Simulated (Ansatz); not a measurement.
A geometry of Si₂Mo away from equilibrium: step 2 of the relaxation of a relaxed Si2Mo cell displaced along its unstable phonon at q = (0, 0, ½) of its primitive reciprocal cell (112i cm⁻¹), largest move 0.15 Å. The numbers are results of PBE (plane waves to 420 eV, PAW, scalar-relativistic; Ansatz, a first-principles code), not measurements. Γ-centred k-mesh 9×9×6 on the run's cell (coarser than for final values), Fermi–Dirac smearing 0.05 eV. The plane waves were selected for a different cell earlier on the path.

```
CELL_PARAMETERS angstrom
      4.26564     0.00000     0.00000
     -2.13282     3.84164     0.00000
      0.00000     0.00000     5.16945
ATOMIC_POSITIONS crystal
  Mo 0.96552 0.93104 0.00000
  Mo 0.03448 0.06896 0.50000
  Si 0.33642 0.67284 0.25044
  Si 0.33642 0.67284 0.74956
  Si 0.66358 0.32716 0.24956
  Si 0.66358 0.32716 0.75044
```

What forces act on the atoms (eV/Å)?


```tsv
atom	Fx	Fy	Fz
Mo1	0.00	-1.40	0.00
Mo2	0.00	1.40	0.00
Si3	0.00	0.27	0.19
Si4	0.00	0.27	-0.19
Si5	0.00	-0.27	-0.19
Si6	0.00	-0.27	0.19
```

The path ends in Cmcm (No. 63). No spin polarisation in the result.

The run could not lose the symmetry of its start: the end is stationary, and may be a saddle point rather than a minimum.

The end of the path is a generated cell of Si2Mo: the first start was made by placing the elements on the sites of a structure type, and the end was not matched to a known phase here, so it may be hypothetical. Known forms of Si2Mo include space group No. 139.
